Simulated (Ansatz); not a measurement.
A relaxed cell of Si₃Ge₂ is given with its symmetry left out. The cell was found from a structure generator's guess, not taken from experiment.

The calculation used Ansatz 0.2.0, DFT PBE, scalar-relativistic, plane waves, PAW. Cutoff 420 eV, Γ-centred mesh, Gaussian smearing, no spin polarisation.

```yaml
crystal:
  lattice:
    - [2.75320, 0.00000, 0.00000]
    - [-1.37660, 2.38434, 0.00000]
    - [0.00000, 0.00000, 12.82674]
  atoms:
    - { symbol: Si, position: [0.00000, 0.00000, 0.80892] }
    - { symbol: Si, position: [0.00000, 0.00000, 0.00000] }
    - { symbol: Si, position: [0.00000, 0.00000, 0.19108] }
    - { symbol: Ge, position: [0.00000, 0.00000, 0.39293] }
    - { symbol: Ge, position: [0.00000, 0.00000, 0.60707] }
```

Energies over the elements count from the elements' standard structures at the same level, with no fitted energy shifts.

**Question.** What space group does it have?

**Answer.** P6/mmm (No. 191). Conventional cell: a = 2.753 Å, c = 12.827 Å. Si on a site of symmetry 6mm is surrounded by 1 Si at 2.45 Å, 1 Ge at 2.59 Å and 6 Si at 2.75 Å; Si on a site of symmetry 6/mmm has 2 Si at 2.45 Å and 6 Si at 2.75 Å; Ge is surrounded by 1 Si at 2.59 Å and 7 Ge at 2.75 Å.

**Question.** What is its formation energy per atom?

**Answer.** +0.33 eV/atom. A positive value: parting into the elements would lower its energy.

**Question.** Is it a metal?

**Answer.** Yes, bands cross the Fermi level on the 18×18×4 mesh.

The last run used an 18×18×4 mesh (in the run's order of axes) for its 5-atom cell and Gaussian smearing of 0.10 eV. Symmetry constrained the relaxation, so the result can be a saddle point.
